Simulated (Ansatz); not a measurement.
## Band table of RbZn (NaTl type)

```
CELL_PARAMETERS angstrom
0.00000 4.07576 4.07576
4.07576 0.00000 4.07576
4.07576 4.07576 0.00000
ATOMIC_POSITIONS crystal
Rb 0.12500 0.12500 0.12500
Rb 0.87500 0.87500 0.87500
Zn 0.37500 0.37500 0.37500
Zn 0.62500 0.62500 0.62500
```

The cell comes from a relaxation on PAW files under the same functional, begun from a prototype that needn't be the stable phase.

Computed with Ansatz 0.2.0; functional PBEsol, scalar-relativistic. Settings: a Γ-centred 7×7×7 k mesh, Fermi–Dirac smearing of 0.05 eV, no spin polarisation. Methods: LAPW: all electrons, basis error target 0.5 meV/atom.

Path points, in fractions of the reciprocal vectors: Γ (0.000, 0.000, 0.000), X (0.500, 0.000, 0.500), U (0.625, 0.250, 0.625), K (0.375, 0.375, 0.750), L (0.500, 0.500, 0.500), W (0.500, 0.250, 0.750). The distance column jumps between branches of the path. Levels in eV from the Fermi level; bands 27 to 52, counted from the lowest band of the run. The gap is zero, the pressure -0.03 GPa.

```
# k(1/Å) point b27 b28 b29 b30 b31 b32 b33 b34 b35 b36 b37 b38 b39 b40 b41 b42 b43 b44 b45 b46 b47 b48 b49 b50 b51 b52
0.000 Γ -12.78 -12.78 -12.78 -12.28 -12.28 -12.28 -7.09 -7.09 -7.08 -7.08 -7.08 -7.00 -7.00 -7.00 -6.99 -6.99 -5.41 -0.75 0.85 0.85 0.85 1.90 1.90 1.90 2.39 2.39
0.110 - -12.79 -12.79 -12.77 -12.29 -12.27 -12.27 -7.09 -7.09 -7.08 -7.08 -7.08 -7.00 -7.00 -7.00 -6.99 -6.99 -5.36 -0.97 0.79 0.79 0.93 1.70 2.01 2.01 2.42 2.64
0.220 - -12.81 -12.81 -12.76 -12.31 -12.24 -12.24 -7.09 -7.09 -7.08 -7.08 -7.07 -7.02 -6.99 -6.99 -6.99 -6.98 -5.20 -1.43 0.67 0.67 1.11 1.29 2.28 2.28 2.54 3.21
0.330 - -12.85 -12.85 -12.73 -12.35 -12.20 -12.20 -7.09 -7.09 -7.09 -7.08 -7.06 -7.03 -7.00 -6.99 -6.99 -6.98 -4.95 -1.95 0.54 0.54 0.92 1.36 2.65 2.65 2.74 3.65
0.440 - -12.88 -12.88 -12.70 -12.40 -12.17 -12.17 -7.09 -7.09 -7.09 -7.07 -7.05 -7.05 -7.01 -6.99 -6.98 -6.98 -4.64 -2.44 0.43 0.43 0.66 1.60 3.02 3.05 3.05 3.59
0.551 - -12.91 -12.91 -12.66 -12.45 -12.14 -12.14 -7.09 -7.09 -7.09 -7.06 -7.06 -7.03 -7.02 -6.99 -6.98 -6.98 -4.30 -2.87 0.35 0.35 0.58 1.64 3.37 3.48 3.48 3.53
0.661 - -12.93 -12.93 -12.61 -12.51 -12.12 -12.12 -7.10 -7.10 -7.09 -7.08 -7.05 -7.03 -7.02 -7.00 -6.98 -6.98 -3.96 -3.26 0.31 0.31 0.69 1.35 3.80 3.87 3.90 3.90
0.771 X -12.94 -12.94 -12.56 -12.56 -12.11 -12.11 -7.10 -7.10 -7.09 -7.09 -7.04 -7.04 -7.01 -7.01 -6.98 -6.98 -3.61 -3.61 0.29 0.29 0.98 0.98 4.18 4.18 4.30 4.30
0.810 - -12.94 -12.94 -12.56 -12.56 -12.11 -12.11 -7.10 -7.10 -7.09 -7.09 -7.04 -7.04 -7.01 -7.01 -6.98 -6.98 -3.61 -3.61 0.23 0.29 0.99 1.05 4.16 4.18 4.20 4.30
0.849 - -12.94 -12.93 -12.57 -12.55 -12.11 -12.11 -7.10 -7.10 -7.09 -7.08 -7.04 -7.04 -7.01 -7.01 -6.98 -6.98 -3.62 -3.59 0.09 0.27 1.01 1.21 4.02 4.05 4.12 4.18
0.888 - -12.95 -12.93 -12.57 -12.54 -12.12 -12.11 -7.10 -7.10 -7.09 -7.08 -7.04 -7.04 -7.02 -7.01 -6.98 -6.97 -3.63 -3.57 -0.07 0.25 1.06 1.42 3.81 3.85 4.10 4.17
0.927 - -12.95 -12.93 -12.58 -12.53 -12.12 -12.11 -7.10 -7.10 -7.08 -7.07 -7.04 -7.04 -7.02 -7.01 -6.98 -6.97 -3.65 -3.53 -0.23 0.23 1.13 1.65 3.58 3.68 4.08 4.18
0.965 - -12.96 -12.92 -12.59 -12.51 -12.12 -12.11 -7.10 -7.10 -7.08 -7.07 -7.04 -7.04 -7.03 -7.01 -6.98 -6.97 -3.68 -3.49 -0.38 0.20 1.21 1.88 3.35 3.52 4.07 4.19
1.004 - -12.96 -12.92 -12.61 -12.49 -12.13 -12.11 -7.11 -7.10 -7.08 -7.06 -7.04 -7.04 -7.03 -7.01 -6.98 -6.97 -3.71 -3.44 -0.51 0.17 1.32 2.13 3.15 3.36 4.07 4.21
1.043 U -12.97 -12.91 -12.62 -12.47 -12.14 -12.11 -7.11 -7.10 -7.08 -7.06 -7.04 -7.04 -7.03 -7.01 -6.98 -6.97 -3.75 -3.38 -0.62 0.14 1.43 2.37 2.95 3.22 4.08 4.24
1.515 K -12.97 -12.91 -12.62 -12.47 -12.14 -12.11 -7.11 -7.10 -7.08 -7.06 -7.04 -7.04 -7.03 -7.01 -6.98 -6.97 -3.75 -3.38 -0.62 0.14 1.43 2.37 2.95 3.22 4.08 4.24
1.632 - -12.97 -12.89 -12.67 -12.42 -12.16 -12.11 -7.11 -7.10 -7.07 -7.05 -7.04 -7.04 -7.03 -7.01 -6.98 -6.97 -3.95 -3.14 -0.81 0.06 1.82 2.47 2.83 3.01 4.12 4.27
1.749 - -12.95 -12.87 -12.71 -12.37 -12.19 -12.13 -7.10 -7.09 -7.07 -7.07 -7.05 -7.03 -7.03 -7.01 -6.98 -6.98 -4.24 -2.82 -0.76 0.04 1.86 2.51 2.53 3.05 4.14 4.14
1.866 - -12.91 -12.84 -12.75 -12.33 -12.21 -12.16 -7.10 -7.09 -7.08 -7.07 -7.06 -7.02 -7.01 -7.00 -6.98 -6.98 -4.57 -2.42 -0.49 0.10 1.60 2.29 2.58 2.77 3.79 4.01
1.983 - -12.87 -12.81 -12.77 -12.31 -12.24 -12.20 -7.09 -7.09 -7.08 -7.08 -7.07 -7.01 -7.01 -7.00 -6.99 -6.98 -4.90 -1.96 -0.06 0.24 1.38 2.11 2.13 2.61 3.50 3.63
2.099 - -12.82 -12.79 -12.78 -12.29 -12.26 -12.23 -7.09 -7.09 -7.08 -7.08 -7.07 -7.01 -7.00 -6.99 -6.99 -6.98 -5.17 -1.46 0.42 0.46 1.19 1.83 1.99 2.31 2.91 3.09
2.216 - -12.79 -12.78 -12.78 -12.28 -12.27 -12.27 -7.09 -7.09 -7.08 -7.08 -7.08 -7.00 -7.00 -7.00 -6.99 -6.99 -5.35 -0.98 0.72 0.76 0.99 1.80 1.92 2.03 2.50 2.60
2.333 Γ -12.78 -12.78 -12.78 -12.28 -12.28 -12.28 -7.09 -7.09 -7.08 -7.08 -7.08 -7.00 -7.00 -7.00 -6.99 -6.99 -5.41 -0.75 0.85 0.85 0.85 1.90 1.90 1.90 2.39 2.39
2.428 - -12.78 -12.78 -12.78 -12.28 -12.27 -12.27 -7.09 -7.09 -7.08 -7.08 -7.08 -7.00 -7.00 -7.00 -6.99 -6.99 -5.37 -0.91 0.77 0.77 0.94 1.86 1.94 1.94 2.50 2.50
2.524 - -12.79 -12.79 -12.79 -12.28 -12.26 -12.26 -7.09 -7.09 -7.08 -7.08 -7.08 -7.00 -7.00 -7.00 -6.99 -6.99 -5.25 -1.27 0.60 0.60 0.92 2.02 2.02 2.08 2.79 2.79
2.619 - -12.81 -12.81 -12.80 -12.28 -12.24 -12.24 -7.09 -7.09 -7.08 -7.08 -7.08 -7.00 -7.00 -7.00 -6.98 -6.98 -5.06 -1.70 0.42 0.42 0.71 2.13 2.13 2.67 3.18 3.18
2.714 - -12.83 -12.83 -12.82 -12.27 -12.22 -12.22 -7.09 -7.09 -7.09 -7.07 -7.07 -7.01 -7.01 -7.00 -6.98 -6.98 -4.82 -2.14 0.26 0.26 0.54 2.25 2.25 3.37 3.57 3.57
2.810 - -12.84 -12.84 -12.83 -12.26 -12.21 -12.21 -7.09 -7.09 -7.09 -7.07 -7.07 -7.01 -7.01 -7.01 -6.98 -6.98 -4.54 -2.56 0.14 0.14 0.47 2.37 2.37 3.70 3.90 3.90
2.905 - -12.85 -12.85 -12.85 -12.26 -12.20 -12.20 -7.09 -7.09 -7.09 -7.06 -7.06 -7.01 -7.01 -7.01 -6.98 -6.98 -4.29 -2.91 0.07 0.07 0.46 2.46 2.46 3.46 4.12 4.12
3.000 L -12.86 -12.86 -12.85 -12.26 -12.19 -12.19 -7.09 -7.09 -7.09 -7.06 -7.06 -7.01 -7.01 -7.01 -6.98 -6.98 -4.16 -3.07 0.04 0.04 0.47 2.49 2.49 3.34 4.19 4.19
3.078 - -12.89 -12.86 -12.81 -12.28 -12.19 -12.18 -7.09 -7.09 -7.08 -7.06 -7.06 -7.02 -7.01 -7.01 -6.98 -6.98 -4.15 -3.07 -0.17 0.05 0.72 2.48 2.51 3.29 4.18 4.20
3.156 - -12.92 -12.87 -12.77 -12.31 -12.18 -12.16 -7.10 -7.09 -7.08 -7.06 -7.06 -7.02 -7.01 -7.01 -6.98 -6.98 -4.11 -3.07 -0.44 0.05 1.13 2.46 2.58 3.17 4.15 4.24
3.234 - -12.94 -12.88 -12.72 -12.36 -12.17 -12.14 -7.10 -7.09 -7.08 -7.06 -7.05 -7.03 -7.02 -7.01 -6.98 -6.98 -4.05 -3.09 -0.64 0.05 1.53 2.37 2.65 3.08 4.12 4.30
3.312 - -12.96 -12.90 -12.68 -12.40 -12.16 -12.12 -7.11 -7.10 -7.07 -7.06 -7.05 -7.04 -7.02 -7.01 -6.98 -6.97 -3.96 -3.16 -0.71 0.02 1.90 2.24 2.68 3.05 4.10 4.33
3.390 - -12.96 -12.92 -12.63 -12.45 -12.14 -12.11 -7.11 -7.10 -7.07 -7.05 -7.05 -7.04 -7.03 -7.02 -6.97 -6.97 -3.84 -3.26 -0.67 -0.06 2.14 2.19 2.62 3.02 4.08 4.28
3.468 - -12.96 -12.93 -12.59 -12.50 -12.13 -12.11 -7.11 -7.10 -7.07 -7.06 -7.05 -7.04 -7.03 -7.02 -6.97 -6.97 -3.71 -3.40 -0.54 -0.19 2.13 2.30 2.64 2.95 4.07 4.17
3.545 W -12.95 -12.95 -12.54 -12.54 -12.12 -12.12 -7.10 -7.10 -7.06 -7.06 -7.04 -7.04 -7.03 -7.03 -6.97 -6.97 -3.56 -3.56 -0.37 -0.37 2.20 2.20 2.81 2.81 4.10 4.10
3.601 - -12.95 -12.95 -12.54 -12.54 -12.12 -12.12 -7.10 -7.10 -7.06 -7.06 -7.04 -7.04 -7.03 -7.03 -6.97 -6.97 -3.56 -3.56 -0.35 -0.35 2.11 2.11 2.90 2.90 4.09 4.09
3.656 - -12.95 -12.95 -12.55 -12.55 -12.12 -12.12 -7.10 -7.10 -7.07 -7.07 -7.04 -7.04 -7.02 -7.02 -6.97 -6.97 -3.57 -3.57 -0.28 -0.28 1.91 1.91 3.10 3.10 4.09 4.09
3.711 - -12.94 -12.94 -12.55 -12.55 -12.12 -12.12 -7.10 -7.10 -7.07 -7.07 -7.04 -7.04 -7.02 -7.02 -6.97 -6.97 -3.58 -3.58 -0.18 -0.18 1.69 1.69 3.34 3.34 4.10 4.10
3.766 - -12.94 -12.94 -12.55 -12.55 -12.11 -12.11 -7.10 -7.10 -7.08 -7.08 -7.04 -7.04 -7.02 -7.02 -6.97 -6.97 -3.59 -3.59 -0.06 -0.06 1.46 1.46 3.60 3.60 4.11 4.11
3.821 - -12.94 -12.94 -12.56 -12.56 -12.11 -12.11 -7.10 -7.10 -7.08 -7.08 -7.04 -7.04 -7.01 -7.01 -6.98 -6.98 -3.60 -3.60 0.09 0.09 1.24 1.24 3.88 3.88 4.13 4.13
3.876 - -12.94 -12.94 -12.56 -12.56 -12.11 -12.11 -7.10 -7.10 -7.09 -7.09 -7.04 -7.04 -7.01 -7.01 -6.98 -6.98 -3.61 -3.61 0.23 0.23 1.05 1.05 4.13 4.13 4.19 4.19
3.931 X -12.94 -12.94 -12.56 -12.56 -12.11 -12.11 -7.10 -7.10 -7.09 -7.09 -7.04 -7.04 -7.01 -7.01 -6.98 -6.98 -3.61 -3.61 0.29 0.29 0.98 0.98 4.18 4.18 4.30 4.30
```
